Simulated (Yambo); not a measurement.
Yambo run on LiNbF$_{6}$ (space group R-3, No. 148). The wavefunctions are LDA (pw.x of Quantum ESPRESSO, ONCV potentials, no spin-orbit coupling) ones on a 2×2×2 mesh (29 occupied bands); a = b = c = 5.430 Å, α = β = γ = 56.19°.

Yambo input:

```
rim_cut
HF_and_locXC
RandQpts= 100000
RandGvec= 1 Ry
EXXRLvcs= 84 Ry
VXCRLvcs= 336 Ry
% QPkrange
 1 | 1 | 29 | 29 |
 2 | 2 | 29 | 30 |
%
```

k points by index: 1 = Γ, 2 = L.

Table of the .hf output:

```
#    K-point    Band    Eo [eV]    Ehf [eV]    Vxc [eV]    Vnlxc [eV]
#
    1    29    0.000000    -7.681903    -22.55946    -30.24137
    2    29    -0.054625    -7.740184    -22.47958    -30.16514
    2    30    5.293486    11.51785    -18.47440    -12.25003
```
Exchange alone, without screening.

Geometry of the Materials Project entry, not relaxed at this level.

The structure is a Materials Project entry; no match was found in the copy of COD used, and its stability was not checked.
